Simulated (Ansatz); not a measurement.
Ansatz (a program for electronic structure) input:

Ansatz 0.2 input:
```yaml
crystal:
  lattice:
    - [3.2562552741, 0.0, 0.0]
    - [-1.6281276371, 2.8199997886, 0.0]
    - [0.0, 0.0, 15.4864311463]
  atoms:
    - { symbol: Mg, position: [0.6666666667, 0.3333333333, 0.6480292761] }
    - { symbol: Mg, position: [0.6666666667, 0.3333333333, 0.9792368481] }
    - { symbol: Mg, position: [0.3333333333, 0.6666666667, 0.8136309608] }
    - { symbol: Mg, position: [0.3333333333, 0.6666666667, 0.4818406823] }
    - { symbol: Mg, position: [0.3333333333, 0.6666666667, 0.1474399531] }
    - { symbol: Mg, position: [0.0, 0.0, 0.3136397031] }
    - { symbol: O, position: [0.6666666667, 0.3333333333, 0.8517516664] }
    - { symbol: O, position: [0.6666666667, 0.3333333333, 0.520512821] }
    - { symbol: O, position: [0.3333333333, 0.6666666667, 0.0186234483] }
    - { symbol: O, position: [0.3333333333, 0.6666666667, 0.6861515221] }
    - { symbol: O, position: [0.3333333333, 0.6666666667, 0.3530303089] }
    - { symbol: O, position: [0.0, 0.0, 0.1861128097] }
kpoints:
  mp_grid: { grid: [6, 6, 1] }
hamiltonian:
  xc: hse06
  pseudopotentials: { kind: paw }
scf:
  n_extra_bands: 12
  occupations: { method: fixed }
output:
  eigenvalues: true
  eigenstates:
    e_range: [-9.0, 14.4]
    kpoints:
      - [0.0, 0.0, 0.0]  # VBM
      - [0.0, 0.0, 0.0]  # CBM
      - [0.0, 0.0, 0.0]  # GAMMA
      - [0.0, 0.0, 0.5]  # A
      - [0.3333333333, 0.3333333333, 0.0]  # K
      - [0.3333333333, 0.3333333333, 0.5]  # H
      - [0.5, 0.0, 0.0]  # M
      - [0.5, 0.0, 0.5]  # L
```

Output (shortened):

```
Pseudopotential: Mg, paw, valence charge 10
Pseudopotential: O, paw, valence charge 6
Functional definition: HSE06
davidson cushion auto → on  (no smearing: the cushion is to keep the highest requested band from converging to the state above it …
Crystal: 12 atoms, lattice volume = 142.206 Å³
Basis set: ecut = 420 eV, 2835 PW (Γ)
Bands: 60, of which v1, the nominal top of the filled ones, is band 48 counted from 1 (47 counted from 0)
Symmetry: 6 space group operations
Space group: P3m1 (ITA 156), of the structure as read, at distance tolerance 5.2e-5 Å
k-points: 7 of 36 (time reversal used)
SCF iter   1: F=—  HF=-14963.818737 eV  |F-HF|=—  |Δ(HF+E_count)|=         —  Δρ=1.54e-3  dr2=3.64e-3  ethr=1.77e-3  ⟨swp⟩=9.7  Hψ=1940  notcnv=0
preconditioner: auto → none
SCF iter   2: F=-14963.817698 eV  HF=-14963.818617 eV  |F-HF|=9.18e-4  |Δ(HF+E_count)|=   1.20e-4  Δρ=1.02e-3  dr2=1.04e-3  ethr=3.79e-6  ⟨swp⟩=5.3  Hψ=1410  notcnv=0  defer=3
SCF 1 stopped early in 2 iterations: F = -14963.817698 eV  dr2 = 1.04e-3
Crystal: 12 atoms, lattice volume = 142.206 Å³
Exchange kernel: α = 0.2500, screened, ω = 0.2079 Å⁻¹, Wigner–Seitz truncation, v(0) = 1039.8236 eV·Å³, q-mesh 6×6×1, nearest image of the exchange supercell L …
Frozen-core exchange: fock
SCF iter   1: F=—  HF=-14964.791687 eV  |F-HF|=—  |Δ(HF+E_count)|=         —  Δρ=7.27e-3  dr2=6.90e-2  ethr=1.08e-5  ⟨swp⟩=6.1  Hψ=1837  notcnv=0
preconditioner: auto → none
SCF iter   2: F=—  HF=-14964.769650 eV  |F-HF|=—  |Δ(HF+E_count)|=   2.20e-2  Δρ=4.41e-3  dr2=1.13e-2  ethr=1.08e-5  ⟨swp⟩=3.9  Hψ=1372  notcnv=0
SCF iter   3: F=—  HF=-14964.788490 eV  |F-HF|=—  |Δ(HF+E_count)|=   1.88e-2  Δρ=1.82e-3  dr2=4.22e-3  ethr=9.68e-6  ⟨swp⟩=3.0  Hψ=965  notcnv=0
iter 4 solved again at ethr=3.00e-7 eV; its pass at ethr=4.26e-6 eV (dr2=2.88e-4 eV) is discarded
SCF iter   4: F=—  HF=-14964.787316 eV  |F-HF|=—  |Δ(HF+E_count)|=   1.17e-3  Δρ=4.10e-4  dr2=4.10e-4  ethr=3.00e-7  ⟨swp⟩=2.3  Hψ=1850  notcnv=0
SCF iter   5: F=—  HF=-14964.787269 eV  |F-HF|=—  |Δ(HF+E_count)|=   4.75e-5  Δρ=8.68e-5  dr2=7.15e-5  ethr=2.93e-7  ⟨swp⟩=3.0  Hψ=1061  notcnv=0
SCF iter   6: F=—  HF=-14964.787667 eV  |F-HF|=—  |Δ(HF+E_count)|=   3.98e-4  Δρ=2.78e-4  dr2=1.06e-4  ethr=7.08e-9  ⟨swp⟩=4.6  Hψ=1498  notcnv=0
SCF iter   7: F=-14964.787636 eV  HF=-14964.787637 eV  |F-HF|=1.17e-6  |Δ(HF+E_count)|=   3.02e-5  Δρ=2.85e-5  dr2=4.26e-6  ethr=7.08e-9  ⟨swp⟩=4.0  Hψ=1371  notcnv=0
SCF 2 stopped early in 7 iterations: F = -14964.787636 eV  dr2 = 4.26e-6
hybrid outer 1: dexx = +2.364e-2 eV, tail = 2.14e-4 eV
Crystal: 12 atoms, lattice volume = 142.206 Å³
Exchange kernel: α = 0.2500, screened, ω = 0.2079 Å⁻¹, Wigner–Seitz truncation, v(0) = 1039.8236 eV·Å³, q-mesh 6×6×1, nearest image of the exchange supercell L …
Frozen-core exchange: fock
SCF iter   1: F=—  HF=-14964.787285 eV  |F-HF|=—  |Δ(HF+E_count)|=         —  Δρ=6.32e-5  dr2=4.82e-6  ethr=1.11e-6  ⟨swp⟩=2.4  Hψ=927  notcnv=0
preconditioner: auto → none
iter 2 solved again at ethr=1.98e-10 eV; its pass at ethr=4.74e-9 eV (dr2=1.90e-7 eV) is discarded
SCF iter   2: F=—  HF=-14964.787285 eV  |F-HF|=—  |Δ(HF+E_count)|=   3.88e-7  Δρ=1.93e-5  dr2=3.57e-7  ethr=1.98e-10  ⟨swp⟩=2.1  Hψ=2358  notcnv=0
SCF iter   3: F=—  HF=-14964.787286 eV  |F-HF|=—  |Δ(HF+E_count)|=   1.17e-6  Δρ=1.15e-5  dr2=1.44e-7  ethr=1.98e-10  ⟨swp⟩=4.4  Hψ=1507  notcnv=0
SCF iter   4: F=-14964.787286 eV  HF=-14964.787286 eV  |F-HF|=5.82e-8  |Δ(HF+E_count)|=   5.18e-8  Δρ=7.81e-6  dr2=6.16e-8  ethr=1.33e-10  ⟨swp⟩=3.4  Hψ=1176  notcnv=0
SCF 3 converged in 4 iterations: F = -14964.787286 eV  dr2 = 6.16e-8
hybrid outer 2: dexx = +8.413e-7 eV, tail = 2.23e-7 eV, Δε = 3.53e-3 eV (about 2.28e-4 eV left of the loop's levels)
NSCF: frozen V_eff on 8 k-points
hybrid SCF converged: 2 outer / 11 inner (+2 warm-up), last move |dexx| = 8.41e-7 eV, tail = 2.23e-7 eV
Stability not checked (fock_operator)
Free energy (F): -14964.787286 eV
Frozen-core exchange: fock
Harris-Foulkes:  -14964.787286 eV  (|F-HF|=5.82e-8)
Internal energy: -14964.787286 eV  (E = F + TS)
E sigma→0 (E₀):  -14964.787286 eV
Fermi energy:    3.597074 eV
--- Per-component energies (eV) ---
  E_band       = -2287.894985
  E_kinetic    = 1532.965216
  E_local      = -11210.493111  (includes V_loc(G=0)·N_el)
  E_nonlocal   = 848.044313
  E_hartree    = 4003.346186
  E_xc         = -506.056685
  E_vxc        = -642.068124  (∫ρ·V_xc dr)
  E_exx        = -428.213049  (= α·E_x^exact, valence–valence)
  E_paw        = -2392.581625  (= ΣΔE_a)
  E_vpaw       = 33.367335  (= ΣTr[D̂ρ^β])
  E_aug_tail   = 0.014727  (compensation charges beyond the density's cutoff)
  E_ewald      = -6811.444013
  E_core_change = -0.369246  (= ΣΔE_core)
  E_smearing   =  0.000000  (= −TS)
  E_closure    = 0.000000  (closes the sum)
  Σ components = -14964.787286   (vs F -14964.787286, Δ=0.00e0)
  [band-id]    e_kinetic+e_local+e_nonlocal+2·e_hartree+e_vxc+2·e_exx+e_vpaw+e_augmentation_tail = -2287.903370   (vs E_band -2287.894985, Δ=-8.39e-3)
--- Band table (eV; the first three rows and the last of 7) ---
  k-point 0: bands = ["-72.4520", "-72.4005", "-72.3823", "-72.3310", "-72.2782", "-72.2610", "-37.3765", "-37.3429", "-37.3429", "-37.3176", "-37.2978", "-37.2929", "-37.2929", "-37.2758", "-37.2758", "-37.2515", "-37.2218", "-37.2218", "-37.1988", …
  k-point 1: bands = ["-72.4515", "-72.4000", "-72.3819", "-72.3305", "-72.2777", "-72.2605", "-37.3752", "-37.3514", "-37.3447", "-37.3165", "-37.3011", "-37.2971", "-37.2948", "-37.2837", "-37.2777", "-37.2505", "-37.2300", "-37.2237", "-37.1976", …
  k-point 2: bands = ["-72.4505", "-72.3990", "-72.3809", "-72.3295", "-72.2767", "-72.2595", "-37.3731", "-37.3673", "-37.3485", "-37.3193", "-37.3124", "-37.2997", "-37.2985", "-37.2956", "-37.2814", "-37.2500", "-37.2445", "-37.2273", "-37.1995", …
  k-point 6: bands = ["-72.4497", "-72.3983", "-72.3801", "-72.3288", "-72.2759", "-72.2588", "-37.3714", "-37.3700", "-37.3607", "-37.3211", "-37.3119", "-37.3106", "-37.3018", "-37.2948", "-37.2936", "-37.2497", "-37.2460", "-37.2395", "-37.2009", …
```

Cost: about 5 core-minutes (a rough figure) on shared cores.

The points marked VBM and CBM come from a semilocal run.

The workflow started from a Materials Project entry (that database holds measured and hypothetical structures alike); the Crystallography Open Database copy checked does not list it. It is not the phase usual at ambient conditions (space group No. 225). The cell was relaxed with r²SCAN under the symmetry of its start; its stability against distortions is not shown here.

Potentials: the later of the program's two PAW sets.

Ansatz is a plane-wave DFT program.
